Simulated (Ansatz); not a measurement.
CsPbCl₃ (cubic perovskite)

```xyz
5
Lattice="5.6735 0.0000 0.0000 0.0000 5.6735 0.0000 0.0000 0.0000 5.6735" Properties=species:S:1:pos:R:3 pbc="T T T"
Cs     0.0000     0.0000     0.0000
Pb     2.8368     2.8368     2.8368
Cl     0.0000     2.8368     2.8368
Cl     2.8368     2.8368     0.0000
Cl     2.8368     0.0000     2.8368
```

Scan: atom 1 (Cs, nearest neighbour Cl at 4.012 Å; its periodic images, 5.7 Å or more away, move with it) is displaced along Cartesian x, direction (1.000, 0.000, 0.000) in Cartesian axes, by s. The other atoms stay.

Calculation: r2SCAN (plane waves to 500 eV, PAW, scalar-relativistic; Ansatz, a program for electronic structure). k mesh 5×5×5 (Γ-centred), Fermi-Dirac smearing 0.05 eV. Energies are smeared free energies. Stress and pressure are positive under compression. F∥ is the force on the atom along that direction. CsPbCl3 was relaxed with its symmetry unable to fall. Spin-orbit coupling is left out, though Pb is heavy. The PAW data are Ansatz's earlier set. This is a high-temperature form of CsPbCl3. ΔE is measured from the undisplaced structure.

```
s (Å)   ΔE (meV/cell)  P (GPa)  F∥ (eV/Å)
------  -------------  -------  ---------
-0.800           96.8     0.71      0.353
-0.640           51.4     0.43      0.221
-0.480           24.0     0.22      0.127
-0.320            9.1     0.08      0.065
-0.160            2.0     0.00      0.026
0.000             0.0    -0.03      0.000
0.160             2.0     0.00     -0.026
0.320             9.1     0.08     -0.065
0.480            24.0     0.22     -0.127
0.640            51.4     0.43     -0.221
0.800            96.8     0.71     -0.353
```

Key numbers:

```
Item                                                                                                              Result
--------------------------------------------------------  --------------------------------------------------------------
Energy at s = 0.800 Å                                                                                      96.8 meV/cell
Force along the line at s = -0.800 Å                                                                          0.353 eV/Å
Symmetry of the curve                                                                      even: the same for both signs
Shape of the curve                                        a single well with its minimum at or next to zero displacement
Force constant k = d²E/ds² at s = 0 (finite differences)                                                      0.15 eV/Å²
```

(For displaced atoms, the force is minus the slope of the energy, and its curvature is a force constant, which sets phonon frequencies.)
